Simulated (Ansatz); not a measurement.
One crystal and one scan (scan of one atom of the cell) at two levels, r2SCAN (plane waves to 500 eV, PAW, scalar-relativistic; Ansatz, an electronic-structure program) and PBE (plane waves to 420 eV, PAW, scalar-relativistic; Ansatz), each from its own relaxed cell and on its own mesh. The cell shown is that of r2SCAN.

PbTe (rock salt)

```
CELL_PARAMETERS angstrom
      0.00000     6.53422     6.53422
      3.26711     0.00000     3.26711
      3.26711     3.26711     0.00000
ATOMIC_POSITIONS crystal
  Te 0.00000 0.00000 0.00000
  Te 0.50000 0.00000 0.00000
  Pb 0.25000 0.50000 0.50000
  Pb 0.75000 0.50000 0.50000
```

Scan: atom 3 (Pb, nearest neighbour Te at 3.267 Å; its periodic images, 4.6 Å or more away, move with it) is displaced along Cartesian [110], direction (0.707, 0.707, 0.000) in Cartesian axes, by s. The other atoms stay.

The energy includes the smearing's −TS. PbTe was relaxed with its symmetry unable to fall. Spin-orbit coupling is left out, though Pb and Te are heavy. Percentages come from the unrounded values. Both scans cover s from -0.330 to 0.330 Å.

Results of r2SCAN:

- Lattice constant a (Å) = 6.534
- Band gap of the relaxed cell, no spin-orbit coupling (eV) = 1.09
- Energy at s = 0.330 Å (meV/cell) = 71.5
- Force along the line at s = -0.330 Å (eV/Å) = 0.504
- Force constant k = d²E/ds² at s = 0 (finite differences) (eV/Å²) = 1.08
- Symmetry of the curve = even: the same for both signs
- Shape of the curve = a single well with its minimum at or next to zero displacement

Task: What does PBE give for the same quantities?

Result: 
| quantity | PBE | r2SCAN − PBE |
|---|---|---|
| Lattice constant a (Å) | 6.569 | -0.035 (-0.5 %) |
| Band gap of the relaxed cell, no spin-orbit coupling (eV) | 0.83 | +0.26 (+31 %) |
| Energy at s = 0.330 Å (meV/cell) | 71.3 | +0.2 (+0.3 %) |
| Force along the line at s = -0.330 Å (eV/Å) | 0.495 | +0.009 (+1.7 %) |
| Force constant k = d²E/ds² at s = 0 (finite differences) (eV/Å²) | 1.10 | -0.02 (-2 %) |

r2SCAN gives the higher value for: band gap of the relaxed cell, no spin-orbit coupling; force along the line at s = -0.330 Å. r2SCAN gives the lower value for: lattice constant a. They agree on: energy at s = 0.330 Å (within 1.5 %). Both give the same symmetry of the curve: even: the same for both signs.

(A displaced cell: forces are minus the slopes of the energy, force constants its curvatures, and phonons follow from these.)
